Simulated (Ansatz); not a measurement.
Relaxed SiO₂ (rutile):

```
SiO2
1.0
    4.19456     0.00000     0.00000
    0.00000     4.19456     0.00000
    0.00000     0.00000     2.67844
Si O
2 4
Direct
  0.00000   0.00000   0.00000
  0.50000   0.50000   0.50000
  0.30606   0.30606   0.00000
  0.80606   0.19394   0.50000
  0.19394   0.80606   0.50000
  0.69394   0.69394   0.00000
```

In this cell atom 5 (O, nearest neighbour Si at 1.766 Å; its periodic images, 2.7 Å or more away, move with it) is moved by u·(1.000, 0.000, 0.000) + v·(0.000, 0.000, 1.000); the rest is frozen.

Calculation: PBEsol (plane waves to 420 eV, PAW, scalar-relativistic; Ansatz, a quantum-chemistry and plane-wave program). k mesh 6×6×10 (Γ-centred), Fermi-Dirac smearing 0.05 eV. The energy includes the smearing's −TS. SiO2 was relaxed with its symmetry unable to fall. ΔE is measured from the undisplaced structure. Axes are in Å.

```
ΔE (eV/cell)  u = -0.260  u = -0.173  u = -0.087  u = 0.000  u = 0.087  u = 0.173  u = 0.260
------------  ----------  ----------  ----------  ---------  ---------  ---------  ---------
v = -0.260         1.922       1.316       0.894      0.661      0.619      0.766      1.099
v = -0.173         1.242       0.756       0.439      0.292          ?          ?      0.896
v = -0.087         0.847       0.429       0.169      0.073      0.141      0.374      0.774
v = 0.000          0.717           ?           ?      0.000          ?      0.325      0.733
v = 0.087          0.847       0.429       0.169      0.073      0.141      0.374      0.774
v = 0.173          1.242       0.756       0.439      0.292          ?          ?      0.896
v = 0.260          1.922       1.316       0.894      0.661      0.619      0.766      1.099
```

Question: Fill in the missing entries.

Answer: 
- v = -0.173, u = 0.087: 0.320
- v = -0.173, u = 0.173: 0.521
- v = 0.000, u = -0.173: 0.321
- v = 0.000, u = -0.087: 0.080
- v = 0.000, u = 0.087: 0.081
- v = 0.173, u = 0.087: 0.320
- v = 0.173, u = 0.173: 0.521

(For displaced atoms, the force is minus the slope of the energy, and its curvature is a force constant, which sets phonon frequencies.)
